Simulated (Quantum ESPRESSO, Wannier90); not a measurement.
Sr2H6Os (Fm-3m), plane waves to Wannier functions

```xyz
9
Lattice="0.0000 3.8123 3.8123 3.8123 0.0000 3.8123 3.8123 3.8123 0.0000" Properties=species:S:1:pos:R:3 pbc="T T T"
Sr    -1.9061    -1.9061    -1.9061
Sr     1.9061     1.9061     1.9061
H      0.0000     0.0000    -1.7243
H      0.0000     0.0000     1.7243
H     -1.7243     0.0000     0.0000
H      1.7243     0.0000     0.0000
H      0.0000    -1.7243     0.0000
H      0.0000     1.7243     0.0000
Os     0.0000     0.0000     0.0000
```

Structure: Materials Project mp-1078677, symmetrised, not relaxed again. Not found in the COD (Crystallography Open Database) copy used; not checked further. Level: PBEsol, no spin polarisation, no spin-orbit coupling; pw.x of Quantum ESPRESSO at 60 Ry with PseudoDojo potentials, 4×4×4 k-points, Wannier90. Density: 8×8×8 mesh, cold smearing 0.01 Ry. Spin-orbit coupling is left out although heavy elements are present.

Band 13 is isolated and gives one Wannier function a cell (Os9 6s 31 %, H5 1s 8 %, H6 1s 8 %; spread 3.66 Å²). Its on-site energy is ε = -5.676 eV relative to the valence-band maximum, and its hoppings t(R) = t(−R) to the nearer images are (images within this range that aren't listed have |t| under 5 meV):

```
R (lattice vectors; −R alike)  distance (Å)  t (eV)
-----------------------------  ------------  ------
0 0 1                                  5.39  -0.095
0 1 -1                                 5.39  -0.095
0 1 0                                  5.39  -0.095
1 -1 0                                 5.39  -0.095
1 0 -1                                 5.39  -0.095
1 0 0                                  5.39  -0.095
```

**Question.** Work out the band energy at Γ, X, U, K from these numbers.

**Answer.** For one orbital E(k) = ε + Σ_R 2 t(R) cos(2π k·R), the sum over the listed R.
- Γ, k = (0.000, 0.000, 0.000): E = -5.676 + (-0.095)·(12.00) = -6.82 eV; pw.x: -6.71 eV
- X, k = (0.500, 0.000, 0.500): E = -5.676 + (-0.095)·(-4.00) = -5.30 eV; pw.x: -5.29 eV
- U, k = (0.625, 0.250, 0.625): E = -5.676 + (-0.095)·(-3.66) = -5.33 eV; pw.x: -5.31 eV
- K, k = (0.375, 0.375, 0.750): E = -5.676 + (-0.095)·(-3.66) = -5.33 eV; pw.x: -5.31 eV

At these points the listed shells miss the plane-wave band by up to 0.11 eV, of a width of 1.43 eV on the path. With all its hoppings the model misses the band by 10 meV at worst on the whole path, so most of the miss comes from the hoppings not listed.
